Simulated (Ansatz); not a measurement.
**All-electron card of Fe**

```
CELL_PARAMETERS angstrom
-1.43900 1.43900 1.43900
1.43900 -1.43900 1.43900
1.43900 1.43900 -1.43900
ATOMIC_POSITIONS crystal
Fe 0.00000 0.00000 0.00000
```

The cell comes from COD entry 9013474, which wasn't checked; take it as a given geometry. It was measured hot, at 722 K.

Methods: DFT, PBE, all-electron LAPW, scalar-relativistic (Ansatz 0.2.0); DFT, PBE, all-electron PAW with datasets made for the crystal, scalar-relativistic (Ansatz 0.2.0).

For LAPW: a Γ-centred 18×18×18 k mesh, Fermi–Dirac smearing of 0.03 eV, basis error target 0.5 meV/atom, spin-polarised from start moments Fe 3 μB. The crystal-made all-electron datasets (AE datasets) take a cutoff of 320 eV at this cell. The Ansatz runs share mesh, smearing and spin set-up. Values come from LAPW unless marked.

| Item | Value |
| --- | --- |
| Pressure at this cell | -9.13 GPa |
| Band gap | none: bands cross the Fermi level, a metal |
| Moment of the cell | 2.21 μB |
| Moments in the spheres | Fe 2.27 μB |
| Density of states at the Fermi level (0.2 eV bin) | 1.09 states/eV per cell |
| Contact hyperfine fields (crystal-made datasets) | Fe -30.3 T, core polarisation included, positive along the moment of the spin-up electrons |
| Volume per atom | 11.92 Å³ |
